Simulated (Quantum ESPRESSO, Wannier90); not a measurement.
HfN (rock salt): Wannier90 run

```
begin unit_cell_cart
ang
    0.0000000000    2.2558600000    2.2558600000
    2.2558600000    0.0000000000    2.2558600000
    2.2558600000    2.2558600000    0.0000000000
end unit_cell_cart
begin atoms_frac
Hf   0.0000000000  0.0000000000  0.0000000000
N    0.5000000000  0.5000000000  0.5000000000
end atoms_frac
```

Materials Project entry mp-2828; symmetrised, unrelaxed at this level. COD (Crystallography Open Database) has an entry of this formula and space group (matched by these alone). Computed values, not measurements, from PBEsol: Quantum ESPRESSO (norm-conserving PseudoDojo potentials, cutoff 68 Ry, spinors with spin-orbit coupling) on a Γ-centred 8×8×8 mesh, then Wannier90. Density: 12×12×12 mesh, cold smearing 0.01 Ry.

A tight-binding model is made by disentanglement and projection with no localisation steps (num_iter = 0), so the 16 orbitals stay atom-like: hydrogen-like Hf: d; N: p, axes along x, y, z; frozen window up to 1.49 eV relative to the Fermi level. It follows pw.x to 11 meV rms for states up to 1.0 eV relative to the Fermi level. Matrix elements depend on this choice of orbitals and windows.

Problem. What are the on-site energies relative to the Fermi level, and how fast do the hoppings decay?

Solution. 
```
atom                       orbitals  energy (eV)
----  -----------------------------  -----------
Hf1       dz2↑ dz2↓ dx2-y2↑ dx2-y2↓         4.63
Hf1   dxz↑ dxz↓ dyz↑ dyz↓ dxy↑ dxy↓         1.50
N2          pz↑ pz↓ px↑ px↓ py↑ py↓        -3.59
```

```tsv
distance of the centres (Å)	largest modulus (eV)
2–3	2.6
3–4	1.0
4–5	0.13
5–6	0.077
6–7	0.091
7–8	0.027
8–9	0.012
9–10	0.0098
```

Effective spin-orbit constants λ of λ L·S, from the same-site elements px↑–py↑ (λ/2) and dx2-y2↑–dxy↑ (λ), where they are among the larger elements: Hf1 d 0.27 eV.
